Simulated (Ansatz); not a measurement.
Method: DFT PBE, scalar-relativistic, plane waves, PAW in Ansatz 0.2.0. All cells share a 420 eV cutoff and Γ-centred k meshes spaced at most about 0.3 Å⁻¹ (about 0.25 or finer for metals, 2π included). No spin polarisation in the final relaxations.

Temperature and zero-point effects are left out. All come from trial cells, and lower structures may exist.

Question: Order these relaxed structures of Zr2SeS2 by energy, lowest first, with the energy over the lowest of them.
A.

```
CELL_PARAMETERS angstrom
-2.33654 2.33654 4.84744
2.33654 -2.33654 4.84744
2.33654 2.33654 -4.84744
ATOMIC_POSITIONS crystal
Zr 0.25000 0.75000 0.50000
Zr 0.75000 0.25000 0.50000
Se 0.00000 0.00000 0.00000
S 0.35009 0.35009 0.00000
S 0.64991 0.64991 0.00000
```

B.

```
CELL_PARAMETERS angstrom
4.34418 0.00000 0.00000
-2.17209 3.76217 0.00000
0.00000 0.00000 6.32008
ATOMIC_POSITIONS crystal
Zr 0.00000 0.00000 0.77557
Zr 0.00000 0.00000 0.22443
Se 0.66667 0.33333 0.00000
S 0.66667 0.33333 0.50000
S 0.33333 0.66667 0.00000
```

C.

```
CELL_PARAMETERS angstrom
3.59307 0.00000 0.00000
-1.79654 3.11169 0.00000
0.00000 0.00000 10.43744
ATOMIC_POSITIONS crystal
Zr 0.00000 0.00000 0.18385
Zr 0.00000 0.00000 0.81615
Se 0.33333 0.66667 0.00000
S 0.33333 0.66667 0.32324
S 0.33333 0.66667 0.67676
```

D.

```
CELL_PARAMETERS angstrom
4.35809 0.00000 0.00000
-2.17905 3.77422 0.00000
0.00000 0.00000 6.44135
ATOMIC_POSITIONS crystal
Zr 0.33333 0.66667 0.71831
Zr 0.66667 0.33333 0.28169
Se 0.00000 0.00000 0.00000
S 0.33333 0.66667 0.32449
S 0.66667 0.33333 0.67551
```

Answer: C (0 meV/atom), D (163 meV/atom), A (199 meV/atom), B (886 meV/atom). Forms: C P-6m2; D P-3m1; A I4/mmm; B P-6m2. Counting S or Se atoms around Zr (for each partner element, those within 1.25 times its shortest distance or 1.15 times the sum of covalent radii, where it is the nearest in units of that sum or under 1.3; a plus sign parts groups by distance over the sum of covalent radii): C has Zr 6; D has Zr 4+3; A has Zr 4+4; B has Zr 9.

No dispersion correction is applied, so the spacing and binding between layers, chains or molecules are poorly described (P-6m2 at 23.3 Å³/atom), and this can change margins and order among such cells. A magnetic state wasn't ruled out in cells without spin, among them P-6m2 at 23.3 Å³/atom. Cells relaxed within their symmetry can be saddle points. Some candidate types were left out of the draw beforehand, so a known form may be missing.
